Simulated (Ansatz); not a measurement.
The structure comes from a relaxation in the same program, started in the fluorite type, and has space group Fm-3m. Whether it is a known phase or the ground state wasn't checked.

Input and log of a run on SiSn2: DFT, PBE, all-electron LAPW, scalar-relativistic (Ansatz 0.2.0).

```yaml
crystal:
  lattice:
    - [0.0, 3.4148330286, 3.4148330286]
    - [3.4148330286, 0.0, 3.4148330286]
    - [3.4148330286, 3.4148330286, 0.0]
  atoms:
    - { symbol: Si, position: [0.0, 0.0, 0.0] }
    - { symbol: Sn, position: [0.25, 0.25, 0.25] }
    - { symbol: Sn, position: [0.75, 0.75, 0.75] }
kpoints:
  mp_grid: { grid: [10, 10, 10] }
  band_path:
    path:
      - [0.0, 0.0, 0.0]
      - [0.5, 0.0, 0.5]
      - [0.625, 0.25, 0.625]
      - [0.375, 0.375, 0.75]
      - [0.0, 0.0, 0.0]
      - [0.5, 0.5, 0.5]
      - [0.5, 0.25, 0.75]
      - [0.5, 0.0, 0.5]
    npoints: 8
scf:
  occupations: { method: fermi_dirac, width: 0.05 }
hamiltonian:
  xc: pbe
  pseudopotentials: { kind: all_electron, lapw: { basis_error: 0.001 } }
output:
  forces: true
  stress: true
  eigenvalues: true
  populations: true
  dos: { projected: true, de: 0.2, e_range: [-14, 8] }
```

The log:

```
Si: projections on atomic orbitals take those of the free atom 1s2 2s2 2p6 3s2 3p2, of charge +0.00 (hamiltonian.pseudopotentials.projection_atoms)
Sn: projections on atomic orbitals take those of the free atom 1s2 2s2 2p6 3s2 3p6 3d10 4s2 4p6 4d10 5s2 5p2, of charge +0.00 (hamiltonian.pseudopotentials.projection_atoms)
LAPW: plane waves up to 6.555 Å⁻¹, error target 1.0e-3 eV per atom; small_component_spin mean_spin; Si in spheres of 1.290 Å, 12 of its electrons in bands, Dirac shells []; Sn in spheres of 1.668 Å, 22 of its electrons in bands, Dirac shells []
Engine: ansatz 0.2.0
Pseudopotentials: kind: all_electron
Pseudopotential: Si, LAPW, valence charge 12, Koelling and Harmon's equation, gaussian nucleus
Pseudopotential: Sn, LAPW, valence charge 22, Koelling and Harmon's equation, gaussian nucleus
Functional definition: PBE
  parameter kappa = 0.804
  parameter beta = 0.06672455060314922
  exchange = pbe_x(kappa = kappa, mu = beta*pi^2/3)
  correlation = pbe_c(beta = beta)
Crystal: 3 atoms, lattice volume = 79.641 Å³
Basis set: ecut = 163.68915583315686 eV, 339 PW (Γ), exchange–correlation at level 2
Bands: 34, of which v1, the nominal top of the filled ones, is band 28 counted from 1 (27 counted from 0)
Symmetry: 48 space group operations
Space group: Fm-3m (ITA 225), of the structure as read, at distance tolerance 4.3e-5 Å
k-points: 47 of 1000
Non-local potential: Si, projectors of the file, none
Non-local potential: Sn, projectors of the file, none
Initial density: superposition of atomic densities (chi_scale 0.1, normalization cell, long waves kept (reshape's long-wave potential 0.00 eV rms))
Initial wavefunctions: plane waves of lowest kinetic energy (no species holds an atomic orbital)
Functional: x = pbe(κ = 0.804, μ = 0.2195149727645171), c = pbe(β = 0.06672455060314922)
iter 1 solved again at ethr=7.91e-4 eV; its pass at ethr=1.00e-1 eV (dr2=4.43e-1 eV) is discarded
SCF iter   1: F=—  HF=-344070.373839 eV  |F-HF|=—  |Δ(HF+E_count)|=         —  Δρ=1.46e-2  dr2=4.44e-1  ethr=7.91e-4  ⟨swp⟩=2.6  Hψ=10335  notcnv=0
preconditioner: auto → LDOS  [metal: Δε(μ)=0.025 eV  Ē_g=18.148 eV  σ=0.050 eV  W_gap=0.12  n_scr=14 (ndim 8)  ℏωp=23.5 eV  f_vac=0.040  D(μ)=1.72/eV (n_scr^D=14)  β→1.0]
iter 2 solved again at ethr=9.07e-6 eV; its pass at ethr=7.91e-4 eV (dr2=5.08e-3 eV) is discarded
SCF iter   2: F=—  HF=-344070.235757 eV  |F-HF|=—  |Δ(HF+E_count)|=   1.38e-1  Δρ=2.46e-3  dr2=5.04e-3  ethr=9.07e-6  ⟨swp⟩=2.3  Hψ=8306  notcnv=0
SCF iter   3: F=—  HF=-344070.233093 eV  |F-HF|=—  |Δ(HF+E_count)|=   2.66e-3  Δρ=9.60e-4  dr2=1.72e-3  ethr=9.00e-6  ⟨swp⟩=3.0  Hψ=5071  notcnv=0
SCF iter   4: F=—  HF=-344070.222592 eV  |F-HF|=—  |Δ(HF+E_count)|=   1.05e-2  Δρ=4.79e-4  dr2=5.20e-4  ethr=3.06e-6  ⟨swp⟩=2.1  Hψ=4748  notcnv=0
SCF iter   5: F=—  HF=-344070.221362 eV  |F-HF|=—  |Δ(HF+E_count)|=   1.23e-3  Δρ=1.70e-4  dr2=6.28e-5  ethr=9.28e-7  ⟨swp⟩=2.9  Hψ=4831  notcnv=0
SCF iter   6: F=—  HF=-344070.221304 eV  |F-HF|=—  |Δ(HF+E_count)|=   5.77e-5  Δρ=3.15e-5  dr2=2.11e-6  ethr=1.12e-7  ⟨swp⟩=3.0  Hψ=5016  notcnv=0
SCF iter   7: F=-344070.221304 eV  HF=-344070.221304 eV  |F-HF|=6.11e-9  |Δ(HF+E_count)|=   8.00e-8  Δρ=5.94e-6  dr2=4.72e-8  ethr=3.76e-9  ⟨swp⟩=3.0  Hψ=5032  notcnv=0
SCF 1 converged in 7 iterations: F = -344070.221304 eV  dr2 = 4.72e-8
NSCF: frozen V_eff on 57 k-points
SCF converged after 7 iterations
Free energy (F): -344070.221304 eV
Harris-Foulkes:  -344070.221304 eV  (|F-HF|=6.11e-9)
Internal energy: -344070.205283 eV  (E = F + TS)
E sigma→0 (E₀):  -344070.213294 eV
Entropy (-TS):   -0.016021 eV (-5.340 meV/atom)
Fermi energy:    11.107969 eV
--- Per-component energies (eV) ---
  E_band       = -2213.900262
  E_kinetic    = 361480.040194
  E_xc         = -9561.843896
  E_electrostatic = -695988.401581  (all electrons and nuclei)
  E_smearing   = -0.016021  (= −TS)
  E_closure    = 0.000000  (closes the sum)
  E_atoms      = -344058.077575  (free atoms, spherical and without spin; not in F)
  Σ components = -344070.221304   (vs F -344070.221304, Δ=0.00e0)
  Basis errors (estimates in eV, not in F): energy 3.1e-4 per atom: plane waves 2.8e-4 (1.5e-4 summed), levels above the bands 1.5e-47, relativity 1.3e-8, radial functions 2.9e-5, core shells 2.5e-10; eigenvalues (radial functions only) 1.3e-6; not estimated: angular momenta, meshes, grids; target (lapw.basis_error) 1.0e-3; muffin-tin radii Si 1.290 Å, Sn 1.668 Å
--- Forces (eV/Å), atoms counted from 1 ---
  atom   1  Si    -0.00000000     0.00000000     0.00000000
  atom   2  Sn     0.00000000     0.00000000     0.00000000
  atom   3  Sn     0.00000000    -0.00000000     0.00000000
  max |Σ_I F_I| component: 1.59e-18 eV/Å
--- Stress (GPa, compression-positive) ---
        0.011470       0.000000      -0.000000
        0.000000       0.011470      -0.000000
       -0.000000      -0.000000       0.011470
  P = ⅓ Tr σ = 0.0115 GPa (0.115 kbar)
--- Band table (eV; the first three rows and the last of 47) ---
  k-point 0: bands = ["-123.4133", "-118.2880", "-118.2878", "-79.4644", "-79.4644", "-79.4644", "-74.0731", "-74.0731", "-74.0731", "-74.0720", "-74.0720", "-74.0720", "-10.3969", "-10.3969", "-10.3458", "-10.3458", "-10.3458", "-10.2591", "-10.2591", "-10.2591", "-10.1953", "-10.1953", "-0.0956", "7.6250", "8.6129", "10.0188", "10.0188", "10.0188", "10.1341", "10.1341", "10.1341", "14.9581", "14.9581", "14.9581"]
  k-point 1: bands = ["-123.4133", "-118.2880", "-118.2879", "-79.4644", "-79.4644", "-79.4644", "-74.0730", "-74.0730", "-74.0730", "-74.0720", "-74.0720", "-74.0720", "-10.3921", "-10.3921", "-10.3439", "-10.3434", "-10.3434", "-10.2611", "-10.2610", "-10.2610", "-10.2004", "-10.2004", "-0.0027", "7.1371", "8.0841", "9.6073", "9.6073", "9.8627", "10.5777", "10.5777", "11.4902", "14.5583", "14.5583", "14.7828"]
  k-point 2: bands = ["-123.4133", "-118.2880", "-118.2879", "-79.4644", "-79.4644", "-79.4644", "-74.0730", "-74.0730", "-74.0730", "-74.0721", "-74.0721", "-74.0721", "-10.3781", "-10.3781", "-10.3382", "-10.3366", "-10.3366", "-10.2669", "-10.2664", "-10.2664", "-10.2150", "-10.2150", "0.2740", "5.9526", "7.5133", "9.2418", "9.2418", "10.4647", "10.9482", "10.9482", "12.9304", "14.2636", "14.2636", "14.8153"]
  k-point 46: bands = ["-123.4133", "-118.2879", "-118.2879", "-79.4644", "-79.4644", "-79.4644", "-74.0732", "-74.0732", "-74.0727", "-74.0723", "-74.0719", "-74.0718", "-10.3615", "-10.3431", "-10.3382", "-10.3181", "-10.2977", "-10.2960", "-10.2810", "-10.2686", "-10.2546", "-10.2311", "3.0912", "3.3101", "3.9232", "6.7054", "9.5747", "11.4046", "11.5268", "13.4934", "15.5513", "16.2614", "16.2676", "16.8360"]
--- Löwdin populations: 3 sites ---
  site symbol       q [e]
     0     Si     14.1532
     1     Sn     49.8605
     2     Sn     49.8605
  spilling = 0.001103 (of n_electrons = 114.000000)
```
